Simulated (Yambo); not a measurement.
G0W0@LDA for MgPdF6 (space group R-3, No. 148) in Yambo. Reference settings: 4×4×4 Γ-centred k mesh, bands 6 to 120 and a 6 Ry block in the screening, 120 bands in G with the Bruneval-Gonze terminator, plasmon pole fitted at 27.2 eV. The LDA gap F → F on this mesh is 1.83 eV; G0W0 gaps are taken between the same points.

The settings were changed. The gap went from 4.97 eV to 5.12 eV, and the shift of the valence edge from -1.49 eV to -1.64 eV.

Task: Which change was made?
A. 4 Ry block
B. 47 bands in W, 47 bands in G, 3 Ry block
C. 47 bands in W, 47 bands in G, 2 Ry block
D. 2×2×2 mesh

Result: A, 4 Ry block. The others gave (gap, valence shift): 2×2×2 mesh: 4.92, -1.39 eV; 47 bands in W, 47 bands in G, 2 Ry block: 6.03, -2.46 eV; 47 bands in W, 47 bands in G, 3 Ry block: 5.50, -1.90 eV.

Spin-orbit coupling is not included.

Geometry of the Materials Project entry, not relaxed at this level; primitive cell a = 5.333 Å, b = 5.333 Å, c = 5.333 Å, α = 55.07°, β = 55.07°, γ = 55.07°.

A shift is the quasiparticle energy of the state minus its LDA energy.
